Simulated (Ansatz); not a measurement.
**Pressure coefficients of BaTiO3**

```
CELL_PARAMETERS angstrom
4.00730 0.00000 0.00000
0.00000 4.00730 0.00000
0.00000 0.00000 4.00730
ATOMIC_POSITIONS crystal
Ba 0.50000 0.50000 0.50000
Ti 0.00000 0.00000 0.00000
O 0.50000 0.00000 0.00000
O 0.00000 0.50000 0.00000
O 0.00000 0.00000 0.50000
```

The geometry is COD entry 1507757, unchecked; take it as a test cell.

Spin–orbit coupling is left out, though it moves levels of the heavy atoms by tenths of an eV or more.

All numbers below come from DFT, LDA, all-electron LAPW, scalar-relativistic in Ansatz 0.2.0.

Sampling and basis: a Γ-centred 8×8×8 k mesh, Fermi–Dirac smearing of 0.05 eV, basis error target 1 meV/atom, no spin polarisation.

The cell is scaled evenly with fractional coordinates held. Semilocal gaps are too small, but their slopes carry over better.

```tsv
V/V(cell)	P (GPa)	gap on the k mesh (eV)
0.9600	-2.57	1.795
0.9800	-6.19	1.754
0.9900	-7.84	1.734
1.0000	-9.41	1.713
1.0100	-10.88	1.693
1.0200	-12.27	1.674
1.0400	-14.82	1.634
1.0600	-17.08	1.595
```

Q: From the rows at 0.9900 and 1.0100, what is the bulk modulus at the cell's volume?

A: B = −ΔP/Δln V = −[(-10.88) − (-7.84)]/0.02000 = 152.0 GPa. This is the modulus at -9.41 GPa, not at zero pressure.

Q: What are the gap's volume deformation potential and pressure coefficient?

A: dEg/dln V = (1.693 − 1.734)/0.02000 = -2.05 eV, and dEg/dP = −(dEg/dln V)/B = 13 meV/GPa: pressure widens the gap.

Q: Predict the row at V/V(cell) = 0.9400. How far is a linear estimate of P off?

A: P = 1.49 GPa, gap 1.837 eV. The linear estimate P(cell) − B ln(V/V(cell)) = 0.00 GPa misses by 1.49 GPa, since the modulus grows under compression.
